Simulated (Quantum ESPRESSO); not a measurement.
**Kohn-Sham bands of Mg2Ge (anti-fluorite)**

```xyz
3
Lattice="0.0000 3.1843 3.1843 3.1843 0.0000 3.1843 3.1843 3.1843 0.0000" Properties=species:S:1:pos:R:3 pbc="T T T"
Mg    -1.5921    -1.5921    -1.5921
Mg     1.5921     1.5921     1.5921
Ge     0.0000     0.0000     0.0000
```

Materials Project entry mp-408; symmetrised, unrelaxed at this level. COD (Crystallography Open Database) has an entry of this formula and space group (matched by these alone). Method: PBEsol plane waves in Quantum ESPRESSO 7.5 (PseudoDojo norm-conserving files, 68 Ry, spinors with spin-orbit coupling), Bloch states on a 6×6×6 mesh through Γ, Wannier90 4.0.1. Density: 8×8×8 mesh, Gaussian smearing 0.01 Ry.

Energies are relative to the Fermi level; weights are on the orthonormalised atomic waves of the pseudopotential files, averaged over the group. 34 electrons a cell are treated as valence.

Q: Into which isolated groups do the bands fall, where do they lie and what are they made of?

A: 
```
bands  from (eV)  to (eV)  filling  weight on atomic waves
-----  ---------  -------  -------  ----------------------
1–4       -75.90   -75.90   filled              Mg 2s 99 %
5–8       -43.03   -43.02   filled             Mg 2p 100 %
9–16      -42.75   -42.73   filled             Mg 2p 100 %
17–20     -24.13   -24.13   filled             Ge 3d 100 %
21–26     -23.55   -23.54   filled             Ge 3d 100 %
27–28      -9.87    -8.13   filled  Ge 4s 74 %, Mg 3s 24 %
```

No gap over 0.05 eV opens at the Fermi level at this level of theory; semilocal functionals close the gap of some real semiconductors.
